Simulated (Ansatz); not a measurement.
Theory: DFT PBE, scalar-relativistic, plane waves, PAW (Ansatz). Cutoff 420 eV, Γ-centred k meshes of 216 to 729 points, fixed occupations in insulators, in metals Fermi–Dirac smearing of 0.15 eV (Gaussian, 0.2 eV, where magnetic), no spin polarisation. Some cells are trial structures made by swapping elements. Each crystal stands at its own equilibrium volume, in the symmetry named.

Q: Order these crystals by the static dielectric constant ε0 (a third of the trace), lowest first.
A. KNaF2 (R-3m, 4 atoms in the cell, 16.3 Å³/atom, Na next to 6 F)
B. ZnS (F-43m, 2 atoms in the cell, 20.2 Å³/atom, Zn next to 4 S)
C. ZnSe (F-43m, 2 atoms in the cell, 23.6 Å³/atom, Zn next to 4 Se)

A: A (6.6), B (9.4), C (10.8).